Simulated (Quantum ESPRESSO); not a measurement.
# In5Ta2Cu: input and log of a self-consistent run

A calculation, not a measurement. The program is pw.x of Quantum ESPRESSO 7.5 (plane-wave density functional theory). The cell is made up: eight metal atoms on a hexagonal close-packed lattice, with elements, volume, strain and displacements drawn at random and not relaxed, so it may be unstable or far from any real phase. PseudoDojo standard norm-conserving files set the functional (PBE unless stated); there is no spin polarisation or spin-orbit coupling, the Fermi-Dirac width of 0.25 eV means electrons at about 2900 K, and the masses in the input are unused placeholders. The copper pseudopotential is less sure than most, with forces differing by about three percent and pressure by about two GPa from a second method on plain copper. Heavy elements are run without spin-orbit coupling, which real alloys of them have. A spin test at this wide smearing found no moment, but such smearing suppresses magnetism that the real alloy may have.

Input:

```
&control calculation='scf', pseudo_dir='./dojo.nc.sr.pbe.v0_5.standard.upf', outdir='./o', disk_io='minimal', tprnfor=.true., tstress=.true. /
&system ibrav=0, nat=8, ntyp=3, nbnd=65, ecutwfc=92.02030273, nosym=.true., tot_charge=0,
 occupations='smearing', smearing='fd', degauss=0.0183746611
/
&electrons conv_thr=1.470e-08, electron_maxstep=70, mixing_beta=0.5 /
ATOMIC_SPECIES
Cu 1.0 Cu.upf
In 1.0 In.upf
Ta 1.0 Ta.upf
CELL_PARAMETERS angstrom
2.9893 0.0386 -0.0017
0.0668 5.1376 -0.003
-0.0056 -0.0058 10.1007
ATOMIC_POSITIONS angstrom
In 0.0166 -0.0226 0.0005
In -0.0126 -0.0104 5.0567
Ta 0.0081 1.7152 2.5334
Ta 0.0489 1.7301 7.5452
In 1.4929 2.6342 -0.0029
Cu 1.5505 2.5434 5.0069
In 1.5136 4.3362 2.5228
In 1.6003 4.2484 7.5835
K_POINTS automatic
8 5 3 1 1 1
```

The log is shortened where brackets say so; the opening notice, blank lines, dates and the lines on written files are dropped, and the path of the files is cut. It prints rydbergs, bohrs and kilobars, and counts compression as positive stress. Its total energy is the free energy E - TS of the whole cell.

```
     Program PWSCF v.7.5
     Parallel version (MPI & OpenMP), running on       4 processor cores
     Number of MPI processes:                 4
     Threads/MPI process:                     1
     [start-up lines left out]
     bravais-lattice index     =            0
     lattice parameter (alat)  =       5.6494  a.u.
     unit-cell volume          =    1046.6577 (a.u.)^3
     number of atoms/cell      =            8
     number of atomic types    =            3
     number of electrons       =       110.00
     number of Kohn-Sham states=           65
     kinetic-energy cutoff     =      92.0203  Ry
     charge density cutoff     =     368.0812  Ry
     scf convergence threshold =      1.5E-08
     mixing beta               =       0.5000
     number of iterations used =            8  plain     mixing
     Exchange-correlation= PBE
                           (   1   4   3   4   0   0   0)
     [axes and pseudopotential details left out]
   Cartesian axes
     site n.     atom                  positions (alat units)
         1        In     tau(   1) = (   0.0055527  -0.0075597   0.0001672  )
         2        In     tau(   2) = (  -0.0042147  -0.0034788   1.6914588  )
         3        Ta     tau(   3) = (   0.0027094   0.5737319   0.8474186  )
         4        Ta     tau(   4) = (   0.0163570   0.5787159   2.5238584  )
         5        In     tau(   5) = (   0.4993729   0.8811360  -0.0009700  )
         6        Cu     tau(   6) = (   0.5186400   0.8507636   1.6748007  )
         7        In     tau(   7) = (   0.5062970   1.4504526   0.8438729  )
         8        In     tau(   8) = (   0.5352980   1.4210836   2.5366697  )
     number of k points=    60  Fermi-Dirac smearing, width (Ry)=  0.0184
                       cart. coord. in units 2pi/alat
        k(    1) = (   0.0617919   0.0574150   0.0493963), wk =   0.0333333
        k(    2) = (   0.0616812   0.0573013  -0.1479202), wk =   0.0333333
     [further k points left out]
     Dense  grid:   124827 G-vectors     FFT dimensions: (  36,  60, 120)
     Estimated max dynamical RAM per process >     439.79 MB
     Estimated total dynamical RAM >       1.63 GB
     Initial potential from superposition of free atoms
     starting charge     109.9784, renormalised to     110.0000
     Starting wfcs are   75 randomized atomic wfcs
     total cpu time spent up to now is       10.0 secs
     per-process dynamical memory:   355.0 Mb
     Self-consistent Calculation
     iteration #  1     ecut=    92.02 Ry     beta= 0.50
     Davidson diagonalization with overlap
     ethr =  1.00E-02,  avg # of iterations =  3.2
     total cpu time spent up to now is       29.6 secs
     total energy              =   -1299.94605299 Ry
     estimated scf accuracy    <       5.97688908 Ry
     iteration #  2     ecut=    92.02 Ry     beta= 0.50
     Davidson diagonalization with overlap
     ethr =  5.43E-03,  avg # of iterations =  4.0
     total cpu time spent up to now is       54.2 secs
     total energy              =   -1299.70281811 Ry
     estimated scf accuracy    <      49.37011127 Ry
     iteration #  3     ecut=    92.02 Ry     beta= 0.50
     Davidson diagonalization with overlap
     ethr =  5.43E-03,  avg # of iterations =  5.0
     total cpu time spent up to now is       77.6 secs
     total energy              =   -1303.66950039 Ry
     estimated scf accuracy    <       6.17428901 Ry
     iteration #  4     ecut=    92.02 Ry     beta= 0.50
     Davidson diagonalization with overlap
     ethr =  5.43E-03,  avg # of iterations =  2.0
     total cpu time spent up to now is       95.0 secs
     total energy              =   -1304.09758702 Ry
     estimated scf accuracy    <       1.44843738 Ry
     iteration #  5     ecut=    92.02 Ry     beta= 0.50
     Davidson diagonalization with overlap
     ethr =  1.32E-03,  avg # of iterations =  1.6
     total cpu time spent up to now is      112.1 secs
     total energy              =   -1304.04698163 Ry
     estimated scf accuracy    <       1.16858645 Ry
     [iterations 6 to 12 left out]
     iteration # 13     ecut=    92.02 Ry     beta= 0.50
     Davidson diagonalization with overlap
     ethr =  1.73E-07,  avg # of iterations =  2.0
     total cpu time spent up to now is      285.7 secs
     total energy              =   -1303.97630714 Ry
     estimated scf accuracy    <       0.00000811 Ry
     iteration # 14     ecut=    92.02 Ry     beta= 0.50
     Davidson diagonalization with overlap
     ethr =  7.37E-09,  avg # of iterations =  4.2
     total cpu time spent up to now is      305.8 secs
     total energy              =   -1303.97630858 Ry
     estimated scf accuracy    <       0.00000016 Ry
     iteration # 15     ecut=    92.02 Ry     beta= 0.50
     Davidson diagonalization with overlap
     ethr =  1.47E-10,  avg # of iterations =  5.2
     total cpu time spent up to now is      330.6 secs
     total energy              =   -1303.97630867 Ry
     estimated scf accuracy    <       0.00000003 Ry
     iteration # 16     ecut=    92.02 Ry     beta= 0.50
     Davidson diagonalization with overlap
     ethr =  3.02E-11,  avg # of iterations =  2.2
     total cpu time spent up to now is      348.8 secs
     total energy              =   -1303.97630867 Ry
     estimated scf accuracy    <       0.00000005 Ry
     iteration # 17     ecut=    92.02 Ry     beta= 0.50
     Davidson diagonalization with overlap
     ethr =  3.02E-11,  avg # of iterations =  1.6
     total cpu time spent up to now is      366.7 secs
     End of self-consistent calculation
     [lines on levels left out]
!    total energy              =   -1303.97630867 Ry
     estimated scf accuracy    <          5.7E-09 Ry
     smearing contrib. (-TS)   =      -0.06779623 Ry
     internal energy E=F+TS    =   -1303.90851244 Ry
     The total energy is F=E-TS. E is the sum of the following terms:
     one-electron contribution =    -438.04711985 Ry
     hartree contribution      =     302.35796748 Ry
     xc contribution           =    -306.59153011 Ry
     ewald contribution        =    -861.62782996 Ry
     convergence has been achieved in  17 iterations
     Forces acting on atoms (cartesian axes, Ry/au):
     atom    1 type  2   force =    -0.00522445    0.04196971   -0.00393193
     atom    2 type  2   force =    -0.00009590    0.02184855    0.00304162
     atom    3 type  3   force =    -0.00202884    0.00920278    0.01308060
     atom    4 type  3   force =     0.00102861   -0.02565485   -0.01203871
     atom    5 type  2   force =     0.00663861   -0.04379233    0.00346419
     atom    6 type  1   force =    -0.00072971   -0.00746996    0.00111649
     atom    7 type  2   force =     0.00507915   -0.01626174    0.03229064
     atom    8 type  2   force =    -0.00466746    0.02015784   -0.03702289
     Total force =     0.092293     Total SCF correction =     0.000515
     Computing stress (Cartesian axis) and pressure
          total   stress  (Ry/bohr**3)                   (kbar)     P=       73.07
   0.00046308  -0.00011048   0.00000446           68.12      -16.25        0.66
  -0.00011048   0.00054803   0.00000278          -16.25       80.62        0.41
   0.00000446   0.00000278   0.00047898            0.66        0.41       70.46
     init_run     :      9.23s CPU      9.75s WALL (       1 calls)
     electrons    :    355.51s CPU    356.69s WALL (       1 calls)
     forces       :      3.64s CPU      3.67s WALL (       1 calls)
     stress       :     12.21s CPU     12.61s WALL (       1 calls)
     [timing details left out]
     PWSCF        :   6m20.91s CPU   6m23.07s WALL
     JOB DONE.
```

In other units: free energy -17741.501 eV for the cell, pressure 7.31 GPa, largest force component 1.126 eV/Å in size. The run took 385 s of wall time with four MPI processes on a shared machine (AMD EPYC, older, virtual cores), so the time is rough. A rerun of this cell at a higher cutoff and on a denser mesh moved values by no more than 0.019 eV in energy, 0.17 GPa in stress and 0.012 eV/Å in force, and a second program with other atomic files agreed on that cell to 2 % rms in force and 0.5 GPa in pressure.